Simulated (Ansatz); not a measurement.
BN (zinc blende)

```xyz
4
Lattice="0.0000 3.6247 3.6247 1.8124 0.0000 1.8124 1.8124 1.8124 0.0000" Properties=species:S:1:pos:R:3 pbc="T T T"
N      2.7185     2.7185     2.7185
N      2.7185     4.5309     4.5309
B      0.0000     0.0000     0.0000
B      1.8124     1.8124     3.6247
```

The atoms are displaced by Q × the pattern below (from a DFPT mode at L = (0.5, 0.0, 0.0), largest move 1; Q in Å), at fixed cell. (q is in reciprocal vectors of the primitive cell; the cell shown is doubled to hold the pattern.)

```
atom       x       y       z
----  ------  ------  ------
N1     0.256  -0.256  -0.256
N2    -0.256   0.256   0.256
B3     0.577  -0.577  -0.577
B4    -0.577   0.577   0.577
```

Calculation: PBE (plane waves to 420 eV, PAW, scalar-relativistic; Ansatz, a quantum-chemistry and plane-wave program). k mesh 8×16×16 (Γ-centred), Fermi-Dirac smearing 0.05 eV. Energies are smeared free energies. Stress and pressure are positive under compression. BN was relaxed with its symmetry unable to fall. ΔE is measured from the undisplaced structure.

| Q (Å) | ΔE (meV/cell) | −dE/dQ from forces (eV/Å) | P (GPa) |
|---|---|---|---|
| -0.180 | 1958 | 20.883 | 8.36 |
| -0.150 | 1376 | 17.848 | 5.84 |
| -0.120 | 890 | 14.569 | 3.75 |
| -0.090 | 504 | 11.095 | [?] |
| -0.060 | 225 | 7.477 | 0.94 |
| -0.030 | 57 | 3.763 | [?] |
| 0.000 | 0 | 0.000 | -0.01 |
| 0.030 | 57 | -3.763 | [?] |
| 0.060 | 225 | -7.477 | 0.94 |
| 0.090 | 504 | -11.095 | [?] |
| 0.120 | 890 | -14.569 | 3.75 |
| 0.150 | 1376 | -17.848 | 5.84 |
| 0.180 | 1958 | -20.883 | 8.36 |

Q: Some entries are withheld; supply them.

A: 
- -0.090, P (GPa): 2.12
- -0.030, P (GPa): 0.23
- 0.030, P (GPa): 0.23
- 0.090, P (GPa): 2.12

(A displaced cell: forces are minus the slopes of the energy, force constants its curvatures, and phonons follow from these.)
